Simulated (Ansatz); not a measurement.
This guess for NbIn2S3 is about to be relaxed.

```cif
data_structure
_symmetry_space_group_name_H-M 'P 1'
_symmetry_Int_Tables_number 1
_cell_length_a 6.0274
_cell_length_b 6.0274
_cell_length_c 4.4517
_cell_angle_alpha 90.000
_cell_angle_beta 90.000
_cell_angle_gamma 120.000
_cell_volume 140.06
loop_
_atom_site_label
_atom_site_type_symbol
_atom_site_fract_x
_atom_site_fract_y
_atom_site_fract_z
_atom_site_occupancy
Nb1 Nb 0.00000 0.00000 0.19263 1
In1 In 0.66667 0.33333 0.49615 1
In2 In 0.33333 0.66667 0.49615 1
S1 S 0.00000 0.50000 0.99502 1
S2 S 0.50000 0.00000 0.99502 1
S3 S 0.50000 0.50000 0.99502 1
```

The calculation used DFT PBE, scalar-relativistic, plane waves, PAW (Ansatz). Cutoff 420 eV, Gaussian smearing, Γ-centred meshes. Cell and atoms relax first on a coarse mesh and then on a finer one. In between, the cell is made exact in the group found at 0.06 Å. In metals the finer mesh still leaves noise of several meV/atom or more. The steps can't lower the symmetry of their start. Collinear spin is switched on along the way, since trial moments persisted in a coarse test.

A guess keeps its type if space group and coordination stay and the shape of the cell changes little (axis ratios within about 15 %, angles within 6°); the volume may change.

**Question.** Will the relaxed cell still be of the starting type?

**Answer.** It doesn't keep its type. The symmetry stays P6mm (No. 183). The volume per atom grows by 2.0 %, from 23.3 to 23.8 Å³. The shortest distance goes from 2.82 Å (In–S) to 2.60 Å (S–S). The ratio c/a of the conventional cell changes by a factor of 1.59. Counting neighbours within 15 % of an atom's shortest distance, the start has In 6, Nb 6, S 10 and the end In 9, Nb 6, S 6. In detail, at the end Nb has 6 S at 2.68 Å and 6 In at 3.84 Å; In has 3 In at 3.00 Å, 6 S at 3.39–3.42 Å and 3 Nb at 3.84 Å; around S lie 4 S at 2.60 Å, 2 Nb at 2.68 Å and 4 In at 3.39–3.42 Å.

Space group P6mm (No. 183). a = 5.195 Å, b = 5.195 Å, c = 6.115 Å, α = 90.00°, β = 90.00°, γ = 120.00°
```json
{"atom": "Nb", "site": "1a", "symmetry": "6mm", "x": "0.0000", "y": "0.0000", "z": "0.9400"}
{"atom": "In", "site": "2b", "symmetry": "3m.", "x": "0.6667", "y": "0.3333", "z": "0.5481"}
{"atom": "S", "site": "3c", "symmetry": "2mm", "x": "0.0000", "y": "0.5000", "z": "0.0446"}
```

Energies over the elements count from the elements' standard structures at the same level, with no fitted energy shifts.

**Question.** At what energy does it end?

**Answer.** +0.30 eV/atom. A positive value: parting into the elements would lower its energy.

The last run used collinear spin, a 12×12×6 mesh (in the run's order of axes) for its 6-atom cell and Gaussian smearing of 0.10 eV. The reference form of S is held partly by dispersion forces, which this level lacks. Another magnetic order may lie lower. A structure relaxed within its symmetry needn't be a true minimum. Another cell of NbIn2S3 relaxed alike but without spin, in P-3m1, lies 0.89 eV/atom lower, so this cell isn't the stable form at this level.
